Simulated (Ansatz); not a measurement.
## Ansatz run, CaO

The input, for Ansatz 0.2.0 (plane waves, PAW):

```yaml
crystal:
  lattice:
    - [0.0, 2.44263483, 2.44263483]
    - [2.44263483, 0.0, 2.44263483]
    - [2.44263483, 2.44263483, 0.0]
  atoms:
    - { symbol: Ca, position: [0.0, 0.0, 0.0] }
    - { symbol: O, position: [0.5, 0.5, 0.5] }
  symmetry: { tolerance: 0.0003 }
kpoints:
  mp_grid: { grid: [9, 9, 9], shift: [0, 0, 0] }
  band_path:
    path:
      - [0.375, 0.375, 0.75]
      - [0.0, 0.0, 0.0]
      - [0.5, 0.5, 0.5]
      - [0.5, 0.25, 0.75]
      - [0.5, 0.0, 0.5]
    npoints: 13
magnetization:
  spin_polarized: false
scf:
  occupations: { method: fermi_dirac, width: 0.0915 }
  lower_state_search: "off"
  max_iter: 200
hamiltonian:
  pseudopotentials: { kind: paw }
  xc: mr2scan
basis:
  ecutwfc: 500
  fft_grid_basis: typed
output:
  forces: true
  stress: true
  eigenvalues: true
  bader: true
  populations: true
  elf: true
  write_potential: true
  volumetric_format: npy
  dos:
    e_range: [-12, 8]
    de: 0.05
    projected: { site_lists: { Ca: [Ca], O: [O] } }
checkpoint:
  read: saved_state
```

The saved state is an earlier solution for the same cell, perhaps on another mesh. 

Parts of the output:

```
SCF iter   1: F=-2394.0633 eV  Δρ=8.83e-4  dr2=8.23e-5  dr2_τ=3.31e-3
SCF iter   2: F=-2394.0640 eV  Δρ=5.63e-4  dr2=5.24e-5  dr2_τ=2.84e-5
SCF iter   3: F=-2394.0640 eV  Δρ=3.31e-4  dr2=3.81e-6  dr2_τ=1.29e-5
SCF iter   4: F=-2394.0640 eV  Δρ=6.86e-5  dr2=5.84e-7  dr2_τ=4.97e-7
SCF iter   5: F=-2394.0640 eV  Δρ=3.49e-5  dr2=1.30e-7  dr2_τ=1.12e-7
SCF iter   6: F=-2394.0640 eV  Δρ=3.28e-6  dr2=1.61e-9  dr2_τ=3.89e-10
Free energy (F): -2394.0640 eV
Harris-Foulkes:  -2394.0640 eV  (|F-HF|=4.88e-9)
Internal energy: -2394.0640 eV  (E = F + TS)
E sigma→0 (E₀):  -2394.0640 eV
Fermi energy:    8.9996 eV
--- Per-component energies (eV) ---
  E_band       = -124.0029
  E_kinetic    = 455.2295
  E_local      = -916.3858  (includes V_loc(G=0)·N_el)
  E_nonlocal   = 110.2181
  E_hartree    = 304.0438
  E_xc         = -211.8275
  E_vxc        = -302.1369  (∫ρ·V_xc dr)
  E_paw        = -1023.4032  (= ΣΔE_a)
  E_vpaw       = -97.7228  (= ΣTr[D̂ρ^β])
  E_aug_tail   = 0.0010  (compensation charges beyond the density's cutoff)
  E_vtau       = 18.7071  (kinetic-family band-sum trace: ∫τ·v_τ [+ j·A + Jᵃ·Aᵃ] dr)
  E_ewald      = -1111.6873
  E_core_change = -0.2526  (= ΣΔE_core)
  E_smearing   =  0.0000  (= −TS)
--- Stress (GPa, compression-positive) ---
       -5.8038       0.0000       0.0000
        0.0000      -5.8038       0.0000
        0.0000       0.0000      -5.8038
  P = ⅓ Tr σ = -5.8038 GPa (-58.038 kbar)
--- Löwdin populations: 2 sites ---
  site symbol       q [e]
     0     Ca      8.3445
     1      O      7.3608
  spilling = 0.0184 (of n_electrons = 16.0000)
```

Origin: a database entry at a rescaled volume. Caveats: m-r2SCAN is r2SCAN with a changed spin dependence that lowers moments.
